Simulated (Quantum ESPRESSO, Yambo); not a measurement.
Ba2NF (space group R-3m, No. 166) under isotropic strain (on all lattice vectors), counted from the cell relaxed with PBEsol, atoms relaxed at each step. PBEsol (pw.x of Quantum ESPRESSO, ONCV potentials, scalar-relativistic); G0W0 in Yambo (4×4×4 Γ-centred k mesh, 134 bands and a 7 Ry block in the screening, 134 bands in G with the Bruneval-Gonze terminator, plasmon pole fitted at 27.2 eV).

```json
[
 {"strain (%)": "-3", "PBEsol gap (eV)": "…", "kind": "direct", "G0W0 direct gap (eV)": "…"},
 {"strain (%)": "-1.5", "PBEsol gap (eV)": "0.78", "kind": "direct", "G0W0 direct gap (eV)": "1.56 at F"},
 {"strain (%)": "-0.7", "PBEsol gap (eV)": "0.84", "kind": "direct", "G0W0 direct gap (eV)": "1.63 at F"},
 {"strain (%)": "0", "PBEsol gap (eV)": "0.89", "kind": "direct", "G0W0 direct gap (eV)": "1.70 at F"},
 {"strain (%)": "+1", "PBEsol gap (eV)": "0.96", "kind": "direct", "G0W0 direct gap (eV)": "1.77 at F"},
 {"strain (%)": "+2", "PBEsol gap (eV)": "1.03", "kind": "direct", "G0W0 direct gap (eV)": "1.85 at F"}
]
```

Q: Estimate the withheld gaps from the other strains; the computed values follow.

A: 
- -3, PBEsol gap (eV): 0.66
- -3, G0W0 direct gap (eV): 1.38 at F

GW, BSE and RPA settings are held fixed; their convergence isn't established. Strains are linear. The screening block changes size along the series (155 vectors at -3 %, 191 vectors at -1.5 %, 191 vectors at -0.7 %, 203 vectors at +0 %, 209 vectors at +1 %, 221 vectors at +2 %), which puts steps into the G0W0 values.  Axes are Cartesian, with cell vectors (Å) (1.97, 1.14, 6.60), (-1.97, 1.14, 6.60), (0.00, -2.28, 6.60).

The structure is a Materials Project entry; no match was found in the copy of COD used, and its stability was not checked.
